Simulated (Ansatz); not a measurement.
MgMnIn single point

Input file of Ansatz 0.2.0:

```yaml
crystal:
  lattice:
    - [4.173665, 0.0, 0.0]
    - [0.0, 4.173665, 0.0]
    - [0.0, 0.0, 6.898184]
  atoms:
    - { symbol: Mg, position: [0.0, 0.5, 0.165] }
    - { symbol: Mg, position: [0.5, 0.0, 0.835] }
    - { symbol: Mn, position: [0.0, 0.0, 0.0] }
    - { symbol: Mn, position: [0.5, 0.5, 0.0] }
    - { symbol: In, position: [0.0, 0.5, 0.742] }
    - { symbol: In, position: [0.5, 0.0, 0.258] }
  symmetry: { tolerance: 0.0003 }
kpoints:
  mp_grid: { grid: [8, 8, 5], shift: [0, 0, 0] }
  band_path:
    path:
      - [0.0, 0.0, 0.0]
      - [0.0, 0.5, 0.0]
      - [0.5, 0.5, 0.0]
      - [0.0, 0.0, 0.0]
      - [0.0, 0.0, 0.5]
      - [0.0, 0.5, 0.5]
      - [0.5, 0.5, 0.5]
      - [0.0, 0.0, 0.5]
      - [0.0, 0.5, 0.0]
      - [0.0, 0.5, 0.5]
      - [0.5, 0.5, 0.0]
    npoints: 6
magnetization:
  spin_polarized: false
scf:
  occupations: { method: fermi_dirac }
  lower_state_search: "off"
  max_iter: 200
hamiltonian:
  pseudopotentials: { kind: paw }
  xc: pbe
basis:
  ecutwfc: 420
  fft_grid_basis: typed
output:
  forces: true
  stress: true
  eigenvalues: true
  bader: true
  populations: true
  elf: true
  write_potential: true
  volumetric_format: npy
  dos:
    e_range: [-12, 8]
    de: 0.05
    projected: { site_lists: { In: [In], Mg: [Mg], Mn: [Mn] } }
checkpoint:
  read: saved_state
```

The run starts from an earlier solution of this cell. 

Excerpt of what it printed:

```
Pseudopotentials: kind: paw
Pseudopotential: Mg, paw, valence charge 10, recommended cutoff 420 eV (normal), Mg.paw.azcp
Pseudopotential: Mn, paw, valence charge 15, recommended cutoff 420 eV (normal), Mn.paw.azcp
Pseudopotential: In, paw, valence charge 13, recommended cutoff 420 eV (normal), In.paw.azcp
Functional definition: PBE
  exchange = pbe_x(kappa = kappa, mu = beta*pi^2/3)
  correlation = pbe_c(beta = beta)
Crystal: 6 atoms, lattice volume = 120.163 Å³
Basis set: ecut = 420 eV, 2327 PW (Γ), exchange–correlation on 60×60×96 points (8 copies of the dense FFT grid, shifted against one another)
Bands: 46, of which v1, the nominal top of the filled ones, is band 38 counted from 1 (37 counted from 0)
Symmetry: 16 space group operations
Space group: P4/nmm (ITA 129), of the structure as read, at distance tolerance 1.5e-3 Å
k-points: 45 of 320
Initial density: read from a saved state, or passed on in memory by an earlier SCF of this step, an earlier step, the calling program or the single point that the run made first
Functional: x = pbe(κ = 0.804, μ = 0.2195), c = pbe(β = 0.0667)
Free energy (F): -22836.1948 eV
Harris-Foulkes:  -22836.1948 eV  (|F-HF|=1.71e-8)
Internal energy: -22835.8309 eV  (E = F + TS)
E sigma→0 (E₀):  -22836.0129 eV
Entropy (-TS):   -0.3639 eV (-60.650 meV/atom)
Fermi energy:    9.6231 eV
--- Forces (eV/Å), atoms counted from 1 ---
  atom   1  Mg     0.0000     0.0000     3.1512
  atom   2  Mg     0.0000     0.0000    -3.1512
  atom   3  Mn     0.0000     0.0000     0.0000
  atom   4  Mn     0.0000     0.0000     0.0000
  atom   5  In     0.0000     0.0000    -0.0385
  atom   6  In     0.0000     0.0000     0.0385
--- Stress (GPa, compression-positive) ---
       11.2837       0.0000       0.0000
        0.0000      11.2837       0.0000
        0.0000       0.0000       7.0021
  P = ⅓ Tr σ = 9.8565 GPa (98.565 kbar)
--- Löwdin populations: 6 sites ---
  site symbol       q [e]
     0     Mg      8.7253
     1     Mg      8.7253
     2     Mn     15.0342
     3     Mn     15.0342
     4     In     13.8799
     5     In     13.8799
  spilling = 0.0095 (of n_electrons = 76.0000)
--- Bader charges: 6 sites ---
  site symbol  charge [e]  shift [e]
     0     Mg      1.4034     0.0006
     1     Mg      1.4034     0.0006
     2     Mn     -1.0501     0.0007
     3     Mn     -1.0500     0.0007
     4     In     -0.3533     0.0001
     5     In     -0.3533     0.0001
```

Origin: a known structure type with other elements, at an estimated volume, so it need not be a known compound. Caveats: no spin polarisation, so a magnetic state may lie lower; atoms or cell far from equilibrium.
